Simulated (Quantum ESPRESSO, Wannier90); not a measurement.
Wannierisation of MoF6 (Im-3m)

Structure: Materials Project mp-558836, symmetrised, not relaxed again. Not found in the COD (Crystallography Open Database) copy used, which has the formula in other groups; not checked further. Method: PBEsol plane waves in Quantum ESPRESSO 7.5 (PseudoDojo norm-conserving files, 68 Ry, no spin polarisation, no spin-orbit coupling), Bloch states on a 4×4×4 mesh through Γ, Wannier90 4.0.1. Density: 8×8×8 mesh, cold smearing 0.01 Ry.

On the energy scale of pw.x, whose zero is arbitrary, the valence-band maximum lies at -2.65 eV.

Input w.win:

```
num_bands = 39
num_wann = 24
exclude_bands = 1-10
num_iter = 1000
conv_tol = 1.0e-6
conv_window = 4
dis_num_iter = 0
dis_conv_tol = 1.0e-6
write_hr = true
write_u_matrices = true
auto_projections = true
begin unit_cell_cart
ang
   -3.1673450000    3.1673450000    3.1673450000
    3.1673450000   -3.1673450000    3.1673450000
    3.1673450000    3.1673450000   -3.1673450000
end unit_cell_cart
begin atoms_frac
Mo   0.0000000000  0.0000000000  0.0000000000
F   -0.2893300000 -0.2893300000  0.0000000000
F    0.2893300000  0.2893300000  0.0000000000
F    0.0000000000 -0.2893300000 -0.2893300000
F   -0.0000000000  0.2893300000  0.2893300000
F   -0.2893300000  0.0000000000 -0.2893300000
F    0.2893300000  0.0000000000  0.2893300000
end atoms_frac
mp_grid = 4 4 4
begin kpoints
0.0000000000 0.0000000000 0.0000000000
0.0000000000 0.0000000000 0.2500000000
0.0000000000 0.0000000000 0.5000000000
... (61 more lines: the 4x4x4 mesh through Gamma)
end kpoints
```

Input of pw2wannier90.x that gives the overlap and projection files (equivalent; here they were cut from one run over all bands):

```
&inputpp
  outdir = './out'
  prefix = 'pwscf'
  seedname = 'w'
  write_amn = .true.
  write_mmn = .true.
  scdm_proj = .true.
  scdm_entanglement = 'erfc'
  scdm_mu = 4.168
  scdm_sigma = 2.129
/
```

Output w.wout (banner and timings cut):

```
                                    ------
                                    SYSTEM
                                    ------

                              Lattice Vectors (Ang)
                    a_1    -3.167345   3.167345   3.167345
                    a_2     3.167345  -3.167345   3.167345
                    a_3     3.167345   3.167345  -3.167345

                   Unit Cell Volume:     127.10016  (Ang^3)

                        Reciprocal-Space Vectors (Ang^-1)
                    b_1     0.000000   0.991869   0.991869
                    b_2     0.991869   0.000000   0.991869
                    b_3     0.991869   0.991869   0.000000

 *----------------------------------------------------------------------------*
 |   Site       Fractional Coordinate          Cartesian Coordinate (Ang)     |
 +----------------------------------------------------------------------------+
 | mo   1   0.00000   0.00000   0.00000   |    0.00000   0.00000   0.00000    |
 | f    1  -0.28933  -0.28933   0.00000   |    0.00000   0.00000  -1.83282    |
 | f    2   0.28933   0.28933   0.00000   |    0.00000   0.00000   1.83282    |
 | f    3   0.00000  -0.28933  -0.28933   |   -1.83282   0.00000   0.00000    |
 | f    4   0.00000   0.28933   0.28933   |    1.83282   0.00000   0.00000    |
 | f    5  -0.28933   0.00000  -0.28933   |    0.00000  -1.83282   0.00000    |
 | f    6   0.28933   0.00000   0.28933   |    0.00000   1.83282   0.00000    |
 *----------------------------------------------------------------------------*
                                ------------
                                K-POINT GRID
                                ------------

             Grid size =  4 x  4 x  4      Total points =   64

 *---------------------------------- MAIN ------------------------------------*
 |  Number of Wannier Functions               :                24             |
 |  Number of Objective Wannier Functions     :                24             |
 |  Number of input Bloch states              :                39             |
 |  Output verbosity (1=low, 5=high)          :                 1             |
 |  Timing Level (1=low, 5=high)              :                 1             |
 |  Optimisation (0=memory, 3=speed)          :                 3             |
 |  Length Unit                               :               Ang             |
 |  Post-processing setup (write *.nnkp)      :                 F             |
 |  Using Gamma-only branch of algorithms     :                 F             |
 *----------------------------------------------------------------------------*
 *------------------------------- WANNIERISE ---------------------------------*
 |  Total number of iterations                :              1000             |
 |  Number of CG steps before reset           :                 5             |
 |  Trial step length for line search         :             2.000             |
 |  Convergence tolerence                     :         0.100E-05             |
 |  Convergence window                        :                 4             |
 |  Iterations between writing output         :                 1             |
 |  Iterations between backing up to disk     :               100             |
 |  Write r^2_nm to file                      :                 F             |
 |  Write xyz WF centres to file              :                 F             |
 |  Write on-site energies <0n|H|0n> to file  :                 F             |
 |  Use guiding centre to control phases      :                 F             |
 |  Use phases for initial projections        :                 F             |
 *----------------------------------------------------------------------------*
 *------------------------------- DISENTANGLE --------------------------------*
 |  Using band disentanglement                :                 T             |
 |  Total number of iterations                :                 0             |
 |  Mixing ratio                              :             0.500             |
 |  Convergence tolerence                     :         1.000E-06             |
 |  Convergence window                        :                 3             |
 *----------------------------------------------------------------------------*
 *-------------------------------- PLOTTING ----------------------------------*
 |  Plotting Hamiltonian in WF basis          :                 T             |
 *----------------------------------------------------------------------------*

 *---------------------------------- K-MESH ----------------------------------*
 +----------------------------------------------------------------------------+
 |                    Distance to Nearest-Neighbour Shells                    |
 |                    ------------------------------------                    |
 |          Shell             Distance (Ang^-1)          Multiplicity         |
 |          -----             -----------------          ------------         |
 |             1                   0.350679                     12            |
 |             2                   0.495935                      6            |
 |             3                   0.607393                     24            |
 |             4                   0.701358                     12            |
 |             5                   0.784142                     24            |
 |             6                   0.858984                      8            |
 |             7                   0.927809                     48            |
 |             8                   0.991869                      6            |
       ... (lines left out)
 +----------------------------------------------------------------------------+
 | The b-vectors are chosen automatically                                     |
 | The following shells are used:                       1                     |
 +----------------------------------------------------------------------------+
 |                        Shell   # Nearest-Neighbours                        |
 |                        -----   --------------------                        |
 |                          1              12                                 |
 +----------------------------------------------------------------------------+
 | Completeness relation is fully satisfied [Eq. (B1), PRB 56, 12847 (1997)]  |
 +----------------------------------------------------------------------------+
 |                  b_k Vectors (Ang^-1) and Weights (Ang^2)                  |
 |                  ----------------------------------------                  |
 |            No.         b_k(x)      b_k(y)      b_k(z)        w_b           |
 |            ---        --------------------------------     --------        |
 |             1         0.247967    0.247967    0.000000     2.032923        |
 |             2         0.247967    0.000000    0.247967     2.032923        |
 |             3         0.000000    0.247967    0.247967     2.032923        |
 |             4        -0.247967   -0.247967    0.000000     2.032923        |
 |             5         0.000000   -0.247967    0.247967     2.032923        |
 |             6        -0.247967    0.000000    0.247967     2.032923        |
 |             7        -0.247967    0.000000   -0.247967     2.032923        |
 |             8         0.000000    0.247967   -0.247967     2.032923        |
 |             9        -0.247967    0.247967    0.000000     2.032923        |
 |            10         0.000000   -0.247967   -0.247967     2.032923        |
 |            11         0.247967    0.000000   -0.247967     2.032923        |
 |            12         0.247967   -0.247967    0.000000     2.032923        |
 +----------------------------------------------------------------------------+
 |                           b_k Directions (Ang^-1)                          |
 |                           -----------------------                          |
 |            No.           x           y           z                         |
 |            ---        --------------------------------                     |
 |             1         0.247967    0.247967    0.000000                     |
 |             2         0.247967    0.000000    0.247967                     |
 |             3         0.000000    0.247967    0.247967                     |
 |             4         0.000000   -0.247967    0.247967                     |
 |             5        -0.247967    0.000000    0.247967                     |
 |             6        -0.247967    0.247967    0.000000                     |
 +----------------------------------------------------------------------------+

 Starting a new Wannier90 calculation ...

 Reading overlaps from w.mmn

 Reading projections from w.amn

 *------------------------------- DISENTANGLE --------------------------------*
 +----------------------------------------------------------------------------+
 |                              Energy  Windows                               |
 |                              ---------------                               |
 |                   Outer:   -6.81883  to   20.55050  (eV)                   |
 |                   No frozen states were specified                          |
 +----------------------------------------------------------------------------+
   Number of target bands to extract:   24

                   Unitarised projection of Wannier functions
                   ------------------------------------------
   A_mn = <psi_m|g_n> --> S = A.A^+ --> U = S^-1/2.A
   In dis_project... done
   No inner window (linner = F)

                   Extraction of optimally-connected subspace
                   ------------------------------------------
 +---------------------------------------------------------------------+<-- DIS
 |  Iter     Omega_I(i-1)      Omega_I(i)      Delta (frac.)           |<-- DIS
 +---------------------------------------------------------------------+<-- DIS

     <<< Warning: Maximum number of disentanglement iterations reached >>>
          <<< Disentanglement convergence criteria not satisfied >>>

 +----------------------------------------------------------------------------+

 Writing checkpoint file w.chk... done

 *------------------------------- WANNIERISE ---------------------------------*
 +--------------------------------------------------------------------+<-- CONV
 | Iter  Delta Spread     RMS Gradient      Spread (Ang^2)            |<-- CONV
 +--------------------------------------------------------------------+<-- CONV

 ------------------------------------------------------------------------------
 Initial State
  WF centre and spread    1  ( -0.003118, -0.033399, -1.827301 )     0.55400107
  WF centre and spread    2  ( -1.691735,  0.003181, -0.040507 )     1.68355307
  WF centre and spread    3  (  0.034778,  1.790210, -0.002651 )     0.62359691
  WF centre and spread    4  ( -0.001753,  0.035749,  1.813197 )     0.56210144
  WF centre and spread    5  (  1.824898, -0.000109, -0.033473 )     0.56493953
  WF centre and spread    6  ( -0.030678, -1.821751, -0.001972 )     0.54618970
  WF centre and spread    7  (  0.023940,  0.025141, -1.822800 )     0.53075010
  WF centre and spread    8  ( -0.022135, -0.021617,  1.807190 )     0.55516553
  WF centre and spread    9  ( -1.695545,  0.052177,  0.038910 )     1.93633903
  WF centre and spread   10  (  1.822172,  0.017825,  0.019780 )     0.53297849
  WF centre and spread   11  (  0.024669, -1.809103, -0.028835 )     0.57202839
  WF centre and spread   12  ( -0.021546,  1.797269,  0.022288 )     0.56277245
  WF centre and spread   13  (  0.010462, -1.810154,  0.024545 )     0.52511014
  WF centre and spread   14  ( -0.018965,  0.007152, -1.806462 )     0.52961940
  WF centre and spread   15  ( -1.696629, -0.099173,  0.044018 )     2.76925138
  WF centre and spread   16  (  1.808254, -0.016857,  0.010586 )     0.54181135
  WF centre and spread   17  ( -0.009760,  1.800889, -0.022192 )     0.53980902
  WF centre and spread   18  (  0.025795, -0.014791,  1.813524 )     0.53268633
  WF centre and spread   19  (  0.004964,  0.003989,  0.004883 )     0.90566147
  WF centre and spread   20  (  0.005720, -0.009906,  0.009154 )     0.93191485
  WF centre and spread   21  ( -0.000019, -0.011582,  0.008900 )     0.94506701
  WF centre and spread   22  (  0.001485,  0.068399,  0.014618 )     1.28997411
  WF centre and spread   23  ( -0.131700,  0.001871, -0.002592 )     2.41765807
  WF centre and spread   24  ( -1.852195,  0.062252, -0.060115 )     5.37633776
  Sum of centres and spreads ( -1.588643,  0.017660, -0.017306 )    26.52931658

      0     0.265E+02     0.0000000000       26.5293165848  <-- CONV
        O_D=      0.0800120 O_OD=      4.9415104 O_TOT=     26.5293166 <-- SPRD
 ------------------------------------------------------------------------------
      1    -0.948E+00     1.0778494490       25.5817127976  <-- CONV
        O_D=      0.0309843 O_OD=      4.0429343 O_TOT=     25.5817128 <-- SPRD
      2    -0.613E+00     0.7984514682       24.9686963047  <-- CONV
        O_D=      0.0703623 O_OD=      3.3905398 O_TOT=     24.9686963 <-- SPRD
      3    -0.580E+00     0.8034759366       24.3882248666  <-- CONV
        O_D=      0.0868724 O_OD=      2.7935583 O_TOT=     24.3882249 <-- SPRD
      4    -0.535E+00     0.8257160754       23.8535858146  <-- CONV
        O_D=      0.0614853 O_OD=      2.2843064 O_TOT=     23.8535858 <-- SPRD
      5    -0.355E+00     0.7546442342       23.4987842809  <-- CONV
        O_D=      0.0474387 O_OD=      1.9435515 O_TOT=     23.4987843 <-- SPRD
       ... (lines left out)
    100    -0.973E-05     0.0039055285       22.5969705623  <-- CONV
        O_D=      0.1296472 O_OD=      0.9595292 O_TOT=     22.5969706 <-- SPRD
       ... (lines left out)
    183    -0.725E-06     0.0012719250       22.5966573878  <-- CONV
        O_D=      0.1295051 O_OD=      0.9593582 O_TOT=     22.5966574 <-- SPRD
    184    -0.799E-06     0.0012368236       22.5966565885  <-- CONV
        O_D=      0.1295109 O_OD=      0.9593516 O_TOT=     22.5966566 <-- SPRD
    185    -0.830E-06     0.0013603647       22.5966557585  <-- CONV
        O_D=      0.1293690 O_OD=      0.9594926 O_TOT=     22.5966558 <-- SPRD
             <<<     Delta < 1.000E-06  over  4 iterations     >>>
             <<< Wannierisation convergence criteria satisfied >>>
 Final State
  WF centre and spread    1  ( -0.000150, -0.032434, -1.844374 )     0.51523173
  WF centre and spread    2  ( -1.825748,  0.000086,  0.009688 )     0.62842786
  WF centre and spread    3  (  0.033928,  1.844670, -0.000191 )     0.52659057
  WF centre and spread    4  (  0.000321,  0.032468,  1.843795 )     0.51543952
  WF centre and spread    5  (  1.841420, -0.000158, -0.027762 )     0.52454209
  WF centre and spread    6  ( -0.029940, -1.842240,  0.000325 )     0.51327584
  WF centre and spread    7  (  0.022383,  0.023581, -1.832093 )     0.51920653
  WF centre and spread    8  ( -0.019777, -0.020000,  1.830922 )     0.51069862
  WF centre and spread    9  ( -1.821493, -0.008492, -0.008546 )     0.56138996
  WF centre and spread   10  (  1.829898,  0.018334,  0.018596 )     0.51555071
  WF centre and spread   11  (  0.022845, -1.832458, -0.023189 )     0.51962333
  WF centre and spread   12  ( -0.019887,  1.830594,  0.019631 )     0.51054785
  WF centre and spread   13  (  0.011226, -1.820327,  0.022839 )     0.51284685
  WF centre and spread   14  ( -0.017909,  0.008871, -1.818574 )     0.51090619
  WF centre and spread   15  ( -1.816923,  0.011911, -0.006066 )     0.51671679
  WF centre and spread   16  (  1.819301, -0.018235,  0.009246 )     0.50749158
  WF centre and spread   17  ( -0.009759,  1.819757, -0.019415 )     0.50812429
  WF centre and spread   18  (  0.023558, -0.012452,  1.820292 )     0.51960310
  WF centre and spread   19  ( -0.000034,  0.000046,  0.000004 )     0.87547955
  WF centre and spread   20  ( -0.000029, -0.000026,  0.000016 )     0.87522182
  WF centre and spread   21  (  0.000010,  0.000104, -0.000006 )     0.88184343
  WF centre and spread   22  (  0.000342, -0.000137,  0.000018 )     0.96040724
  WF centre and spread   23  (  0.000131,  0.000038, -0.000092 )     0.95808204
  WF centre and spread   24  ( -1.475886,  0.013040, -0.008402 )     8.60940824
  Sum of centres and spreads ( -1.432175,  0.016540, -0.013339 )    22.59665576

         Spreads (Ang^2)       Omega I      =    21.507794120
        ================       Omega D      =     0.129369011
                               Omega OD     =     0.959492627
    Final Spread (Ang^2)       Omega Total  =    22.596655758
```
